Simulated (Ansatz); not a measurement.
TaSnO3 (cubic perovskite, Pm-3m) at seven volumes, plane-wave PAW r²SCAN (Ansatz code), scaled uniformly. One row is withheld.

```json
[
 {"V (Å³/atom)": "11.997", "P (GPa)": "23.92"},
 {"V (Å³/atom)": "12.393", "P (GPa)": "14.63"},
 {"V (Å³/atom)": "12.788", "P (GPa)": "?"},
 {"V (Å³/atom)": "13.184", "P (GPa)": "0.00"},
 {"V (Å³/atom)": "13.579", "P (GPa)": "-5.72"},
 {"V (Å³/atom)": "13.975", "P (GPa)": "-10.59"},
 {"V (Å³/atom)": "14.370", "P (GPa)": "-14.72"}
]
```

Question: Fit the shown pressures and predict the withheld one.

Answer: Third-order Birch–Murnaghan: P = (3/2)B₀(x^(7/2) − x^(5/2))[1 + (3/4)(B′ − 4)(x − 1)] with x = (V₀/V)^(2/3). Least squares on the six rows gives V₀ = 13.184 Å³/atom, B₀ = 206.3 GPa, B′ = 4.37. At V = 12.788, x = 1.0205 and P = 6.73 GPa. The run itself gave 6.73 GPa.

The workflow started from an entry of the Crystallography Open Database (COD). Its standing as an ambient phase is unchecked. The cell was relaxed with r²SCAN under the symmetry of its start; its stability against distortions is not shown here. No spin polarisation was allowed. Scalar-relativistic: spin–orbit coupling is off unless named, which matters more the heavier the elements.

Potentials: the later of the program's two PAW sets.
